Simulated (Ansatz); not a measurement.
AlCr2C in space group P6_3/mmc (No. 194; Al on 2d, Cr on 4f, C on 2a) under volume change, r²SCAN (plane waves, PAW; program Ansatz), shape and atoms relaxed at each volume.

```
V (Å³/atom)  E − E(relaxed) (meV/atom)  P (GPa)
-----------  -------------------------  -------
9.914                             66.2    23.52
10.241                            27.8    14.40
10.568                             6.6     6.64
10.894                             0.0     0.01
11.221                             5.9    -5.61
11.548                            22.4   -10.42
11.875                            47.9   -14.48
```

Task: What does a third-order Birch–Murnaghan fit give for V₀, B₀ and B′?

Result: V₀ = 10.90 Å³/atom, B₀ = 203 GPa, B′ = 4.3.

The r²SCAN relaxation kept the symmetry of its start. The run is not spin-polarised.

Potentials: the later of the program's two PAW sets.
